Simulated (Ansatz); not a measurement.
CoPtW:
```cif
data_CoPtW
_chemical_formula_sum 'Co1 Pt1 W1'
_space_group_name_H-M_alt 'P 1'
_space_group_IT_number 1
_cell_length_a 2.75006
_cell_length_b 2.75006
_cell_length_c 6.55334
_cell_angle_alpha 90.000
_cell_angle_beta 90.000
_cell_angle_gamma 120.000
loop_
_space_group_symop_operation_xyz
  'x, y, z'
loop_
_atom_site_label
_atom_site_type_symbol
_atom_site_fract_x
_atom_site_fract_y
_atom_site_fract_z
_atom_site_occupancy
Co1 Co 0.00000 0.00000 0.99288 1
Pt1 Pt 0.33333 0.66667 0.32668 1
W1 W 0.66667 0.33333 0.68044 1
```
The run is spin-polarised; directions of the spins, atom by atom: ↑ 0 0.

Relaxed with PBE.

### Question
Which orbitals make up the states near the Fermi level in PBE (plane waves, PAW; program Ansatz)?

### Answer
Within 0.5 eV of the Fermi level: Co 3d 44 %, W 5d 26 %, Pt 5d 20 %. Projections are on Löwdin-orthogonalised atomic valence shells; empty p or d shells of many metals are not among them.

### Question
Tabulate the density of states.

### Answer
States/eV per cell of 3 atoms, in 0.25 eV bins, energy from the Fermi level.

| E (eV) | total | Co 3d | Pt 5d | W 5d |
|---|---|---|---|---|
| -7.85 | 0.29 | 0.00 | 0.01 | 0.01 |
| -7.60 | 0.37 | 0.00 | 0.03 | 0.02 |
| -7.35 | 0.49 | 0.00 | 0.06 | 0.03 |
| -7.10 | 0.61 | 0.01 | 0.11 | 0.05 |
| -6.85 | 1.35 | 0.03 | 0.61 | 0.11 |
| -6.60 | 1.53 | 0.03 | 0.79 | 0.13 |
| -6.35 | 1.19 | 0.03 | 0.57 | 0.12 |
| -6.10 | 2.69 | 0.09 | 1.48 | 0.48 |
| -5.85 | 2.85 | 0.11 | 1.69 | 0.44 |
| -5.60 | 2.93 | 0.13 | 1.71 | 0.64 |
| -5.35 | 3.76 | 0.18 | 2.11 | 0.92 |
| -5.10 | 3.23 | 0.15 | 1.96 | 0.64 |
| -4.85 | 1.29 | 0.10 | 0.68 | 0.34 |
| -4.60 | 2.38 | 0.25 | 1.28 | 0.58 |
| -4.35 | 3.24 | 0.35 | 1.85 | 0.70 |
| -4.10 | 3.49 | 0.50 | 1.80 | 0.80 |
| -3.85 | 2.83 | 0.37 | 1.51 | 0.62 |
| -3.60 | 2.90 | 0.64 | 1.32 | 0.69 |
| -3.35 | 4.24 | 1.14 | 1.55 | 1.16 |
| -3.10 | 5.05 | 1.34 | 1.82 | 1.46 |
| -2.85 | 5.11 | 1.30 | 2.29 | 1.16 |
| -2.60 | 4.47 | 1.54 | 1.98 | 0.63 |
| -2.35 | 3.37 | 1.42 | 1.18 | 0.50 |
| -2.10 | 4.46 | 2.12 | 1.18 | 0.73 |
| -1.85 | 3.72 | 1.98 | 0.60 | 0.76 |
| -1.60 | 4.82 | 2.81 | 0.72 | 0.93 |
| -1.35 | 4.78 | 2.84 | 0.76 | 0.84 |
| -1.10 | 4.51 | 2.68 | 0.81 | 0.75 |
| -0.85 | 5.58 | 3.53 | 0.74 | 1.05 |
| -0.60 | 4.58 | 2.63 | 0.78 | 0.92 |
| -0.35 | 3.89 | 1.92 | 0.80 | 0.85 |
| -0.10 | 3.06 | 1.33 | 0.74 | 0.75 |
| 0.15 | 2.71 | 1.09 | 0.56 | 0.81 |
| 0.40 | 3.22 | 1.30 | 0.54 | 1.01 |
| 0.65 | 3.31 | 1.41 | 0.47 | 1.06 |
| 0.90 | 2.56 | 0.94 | 0.34 | 0.94 |
| 1.15 | 2.34 | 0.63 | 0.33 | 1.00 |
| 1.40 | 2.13 | 0.45 | 0.29 | 1.03 |
| 1.65 | 1.82 | 0.35 | 0.22 | 0.93 |
| 1.90 | 1.65 | 0.30 | 0.17 | 0.90 |
| 2.15 | 1.60 | 0.24 | 0.14 | 0.99 |
| 2.40 | 1.68 | 0.21 | 0.13 | 1.11 |
| 2.65 | 1.40 | 0.16 | 0.10 | 0.90 |
| 2.90 | 2.13 | 0.21 | 0.13 | 1.39 |
| 3.15 | 1.87 | 0.16 | 0.10 | 1.21 |
| 3.40 | 1.18 | 0.09 | 0.06 | 0.68 |
| 3.65 | 1.00 | 0.07 | 0.06 | 0.49 |
| 3.90 | 0.97 | 0.06 | 0.06 | 0.42 |
| 4.15 | 1.04 | 0.06 | 0.05 | 0.40 |
| 4.40 | 0.89 | 0.04 | 0.04 | 0.37 |
| 4.65 | 0.97 | 0.05 | 0.04 | 0.38 |

Space group P3m1. The start of the workflow was typed in or built on a structure type; neither database checked (COD, Materials Project) lists it. Whether it is the stable phase at ambient conditions was not checked. The PBE relaxation kept the symmetry of its start; whether a distortion lowers the energy is not shown. The final state is ferromagnetic, the only order run, not a proven ground state. Spin–orbit coupling is left out wherever it is not named.

Potentials: the later of the program's two PAW sets.
